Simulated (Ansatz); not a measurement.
Here is an unrelaxed guess for GaSb4.

```cif
data_structure
_symmetry_space_group_name_H-M 'P4/mmm'
_symmetry_Int_Tables_number 123
_cell_length_a 4.5054
_cell_length_b 4.5054
_cell_length_c 7.8311
_cell_angle_alpha 90.000
_cell_angle_beta 90.000
_cell_angle_gamma 90.000
_cell_volume 158.96
loop_
_atom_site_label
_atom_site_type_symbol
_atom_site_symmetry_multiplicity
_atom_site_Wyckoff_symbol
_atom_site_fract_x
_atom_site_fract_y
_atom_site_fract_z
_atom_site_occupancy
Ga1 Ga 1 c 0.50000 0.50000 0.00000 1
Sb1 Sb 4 i 0.00000 0.50000 0.72682 1
```

Computed with DFT PBE, scalar-relativistic, plane waves, PAW in Ansatz 0.2.0. Cutoff 420 eV; k points 4×4×2 on the computed 5-atom cell (Γ-centred); Gaussian smearing, width 0.10 eV; no spin polarisation.

Energies over the elements count from the elements' standard structures at the same level, with no fitted energy shifts.

Question: What does a single point on this coarse mesh give?

Answer: The pressure is -3.3 GPa (the mean over three directions, positive in compression), the largest force is 0.22 eV/Å, and the energy is +0.20 eV/atom against the elements. The shortest distance is 3.11 Å.

Question: Is it a good guess?

Answer: A fair one: relaxing gains under 0.1 eV/atom (the start's value is from the coarse mesh, so the gain is rough) in 14 ionic steps and ends at +0.12 eV/atom on the finer mesh. The symmetry stays P4/mmm (No. 123). The volume per atom shrinks by 5.8 %, from 31.8 to 30.0 Å³. The shortest distance goes from 3.11 Å (Ga–Sb) to 2.95 Å (Sb–Sb). Conventional cell: a = 4.535 Å, c = 7.281 Å. Ga is surrounded by 8 Sb at 3.14 Å; around Sb lie 1 Sb at 2.95 Å, 2 Ga at 3.14 Å and 4 Sb at 3.21 Å.

The last run used an 8×8×6 mesh (in the run's order of axes) for its 5-atom cell and Gaussian smearing of 0.10 eV. Spin–orbit coupling, which can matter for Sb, is left out. The relaxation can't lower the symmetry of the start, and the grade says only how near the guess is to its own end. Symmetry constrained the relaxation, so the result can be a saddle point.
